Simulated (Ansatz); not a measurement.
Bi2Se3:
```cif
data_Bi2Se3
_chemical_formula_sum 'Bi2 Se3'
_space_group_name_H-M_alt 'P 1'
_space_group_IT_number 1
_cell_length_a 9.77572
_cell_length_b 9.77572
_cell_length_c 9.77572
_cell_angle_alpha 24.477
_cell_angle_beta 24.477
_cell_angle_gamma 24.477
loop_
_space_group_symop_operation_xyz
  'x, y, z'
loop_
_atom_site_label
_atom_site_type_symbol
_atom_site_fract_x
_atom_site_fract_y
_atom_site_fract_z
_atom_site_occupancy
Bi1 Bi 0.40090 0.40090 0.40090 1
Bi2 Bi 0.59910 0.59910 0.59910 1
Se1 Se 0.00000 0.00000 0.00000 1
Se2 Se 0.21047 0.21047 0.21047 1
Se3 Se 0.78953 0.78953 0.78953 1
```

This is the PBE+D3(BJ)-relaxed structure.

Problem. All from plane-wave PAW PBE+D3(BJ) (Ansatz code), unless another level is named. Predict the hole effective mass.

Solution. 0.090, 0.13, 0.13 mₑ (principal values).

Problem. And the band gap?

Solution. 0.16 eV (direct).

Problem. Next, the weight of the conduction-edge state by species (Voronoi cells)?

Solution. Bi 62 %, Se 38 %.

Problem. Next, the weight of the valence-edge state by species (Voronoi cells)?

Solution. Se 82 %, Bi 18 %.

Space group R-3m. The cell was relaxed with PBE+D3(BJ) under the symmetry of its start. Spin–orbit coupling is left out wherever it is not named.

Potentials: the later of the program's two PAW sets.
